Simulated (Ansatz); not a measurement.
SbTePd:
```xyz
12
Lattice="6.6095 0.0000 0.0000 0.0000 6.6095 0.0000 0.0000 0.0000 6.6095" Properties=species:S:1:pos:R:3 pbc="T T T"
Sb     4.1363     4.1363     4.1363
Sb     5.7780     2.4732     0.8315
Sb     0.8315     5.7780     2.4732
Sb     2.4732     0.8315     5.7780
Te     2.4759     2.4759     2.4759
Te     0.8289     4.1336     5.7806
Te     5.7806     0.8289     4.1336
Te     4.1336     5.7806     0.8289
Pd     0.0327     0.0327     0.0327
Pd     3.2721     6.5768     3.3374
Pd     3.3374     3.2721     6.5768
Pd     6.5768     3.3374     3.2721
```

Relaxed with r²SCAN. Special points in fractions of this cell's reciprocal vectors: Γ (0.000, 0.000, 0.000); X (0.000, 0.500, 0.000); M (0.500, 0.500, 0.000); R (0.500, 0.500, 0.500); X1 (0.500, 0.000, 0.000).

Task: List the band energies nearest the Fermi level at these points for r²SCAN (plane waves, PAW; program Ansatz).

Result: In eV from the Fermi level; about four levels below and three above (degenerate sets whole), none deeper than 8.9 eV; points with the same levels are listed once.

```
k                                below                above
-  -----------------------------------  -------------------
Γ  -1.27 -1.27 -1.27 -1.10 -1.10 -1.10  0.44 1.84 1.84 1.84
X              -1.67 -1.67 -0.32 -0.32  0.53 0.53 1.27 1.27
M              -1.53 -1.53 -1.36 -1.36  0.43 0.43 0.49 0.49
R              -0.91 -0.91 -0.91 -0.91  1.40 1.40 1.40 1.40
```

Space group P2_13. The first step of the workflow began from a Materials Project structure, measured or hypothetical; the Crystallography Open Database files this formula in space group No. 198, but the cells were not matched. Whether it is the stable phase at ambient conditions was not checked. Symmetry was held in the r²SCAN relaxation; its stability against distortions is not shown here. The run is not spin-polarised. Scalar-relativistic: spin–orbit coupling is off unless named, which matters more the heavier the elements.

Potentials: the later of the program's two PAW sets.
